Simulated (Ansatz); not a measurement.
Given:

TePb$_{2}$S:
```cif
data_Pb2STe
_chemical_formula_sum 'Te1 Pb2 S1'
_space_group_name_H-M_alt 'P 1'
_space_group_IT_number 1
_cell_length_a 7.64448
_cell_length_b 7.64448
_cell_length_c 7.64448
_cell_angle_alpha 33.622
_cell_angle_beta 33.622
_cell_angle_gamma 33.622
loop_
_space_group_symop_operation_xyz
  'x, y, z'
loop_
_atom_site_label
_atom_site_type_symbol
_atom_site_fract_x
_atom_site_fract_y
_atom_site_fract_z
_atom_site_occupancy
Te1 Te 0.50000 0.50000 0.50000 1
Pb1 Pb 0.74150 0.74150 0.74150 1
Pb2 Pb 0.25850 0.25850 0.25850 1
S1 S 0.00000 0.00000 0.00000 1
```

This is the r²SCAN-relaxed structure.

Question: All from DFT-r²SCAN in the program Ansatz with PAW potentials, unless another level is named. Give the hole effective mass.

Answer: 0.11, 0.11, 0.31 mₑ (principal values).

Question: And the band gap?

Answer: 0.88 eV (smallest direct gap 0.90 eV).

Question: What about the weight of the conduction-edge state by species (Voronoi cells)?

Answer: Pb 63 %, S 20 %, Te 17 %.

Question: Predict the valence-band maximum.

Answer: at Γ.

Space group R-3m. The workflow started from a Materials Project entry (that database holds measured and hypothetical structures alike); the Crystallography Open Database copy checked does not list it. Its standing as an ambient phase is unchecked. The cell was relaxed with r²SCAN under the symmetry of its start; its stability against distortions is not shown here. Spin–orbit coupling is left out wherever it is not named.

Potentials: the later of the program's two PAW sets.
